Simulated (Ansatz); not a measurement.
The relaxed structure here is a generated cell of BaTiO3: the first start was made by placing the elements on the sites of a structure type, and the end was not matched to a known phase here, so it may be hypothetical. Known forms of BaTiO3 include space group No. 99, 221.

The end point of a relaxation of BaTiO3. Computed with r2SCAN (plane waves to 500 eV, PAW, scalar-relativistic; Ansatz, a first-principles code).

```xyz
10
Lattice="3.1014 1.7906 5.9359 -3.1014 1.7906 5.9359 0.0000 -3.5812 5.9359" Properties=species:S:1:pos:R:3 pbc="T T T"
Ti     0.0000     0.0000     4.4519
Ti     0.0000     0.0000    13.3557
Ba     0.0000     0.0000     0.0000
Ba     0.0000     0.0000     8.9038
O      1.3391     1.7906    10.3878
O     -2.2203     0.2644    10.3878
O      0.8811    -2.0550    10.3878
O     -1.3391    -1.7906     7.4198
O      2.2203    -0.2644     7.4198
O     -0.8811     2.0550     7.4198
```

Problem. Determine the symmetry and give the standard cell with its independent sites.

Solution. Space group R-3c, hexagonal axes (No. 167); a = b = 6.203 Å, c = 17.808 Å, α = β = 90.00°, γ = 120.00°

```tsv
atom	site	symmetry	x	y	z
Ti	6a	32	0.0000	0.0000	0.2500
Ba	6b	-3.	0.0000	0.0000	0.0000
O	18e	.2	0.2841	0.2841	0.7500
```

This is the AFLOW prototype ABC3_hR10_167_a_b_e (G0_1, as in CaCO3).

Problem. Give the shortest distances between elements (the closest pairs, up to four, under 3.6 Å).

Solution. O–Ti 1.76 Å; Ba–O 2.68 Å; O–O 3.05 Å.

```yaml
volume_per_atom: 19.78 Å³
band_gap: 2.99 eV, direct at Γ (no spin-orbit coupling)
```

No spin polarisation in the result.

The run could not lower the symmetry of its start; a shaken copy of this end point relaxes with r2SCAN to R3m (No. 160), 0.522 eV/atom lower.
